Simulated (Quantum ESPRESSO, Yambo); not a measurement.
Levels of theory for the gap of CdZnS2

CdZnS2 (space group P3m1, No. 156): one geometry, one set of PBEsol (pw.x of Quantum ESPRESSO, ONCV potentials, with spin-orbit coupling) orbitals, self-energies from Yambo (3×3×2 Γ-centred k mesh, bands 17 to 286 and a 7 Ry block in the screening, 286 bands in G with the Bruneval-Gonze terminator, plasmon pole fitted at 27.2 eV).

Cell and atoms were relaxed with PBEsol from Materials Project entry mp-1215475, within its symmetry.

| level | gap Γ → Γ (eV) | rough Yambo cost |
|---|---|---|
| PBEsol (Quantum ESPRESSO) | 1.31 | – |
| exchange only (Hartree-Fock self-energy on PBEsol orbitals) | 8.82 | about 1/10 (11 states) |
| static COHSEX@PBEsol | 3.03 | within a factor of two (2 states) |
| G0W0@PBEsol, plasmon pole | 2.50 | 1 (11 states) |

Bare exchange has no screening and gives the widest gap; static COHSEX screens it but leaves out the frequency dependence, which G0W0 restores.

Costs are rough ratios of core time on shared machines.

Nearest settings tried, and what they do to the gap: 122 bands in G: +16 meV; 144 bands in W: +64 meV; 3 Ry block (55 vectors against 197): -174 meV. Not varied: mesh. So the settings aren't converged at that level. The k mesh is coarse.

The structure is a Materials Project entry; no match was found in the copy of COD used, and its stability was not checked.
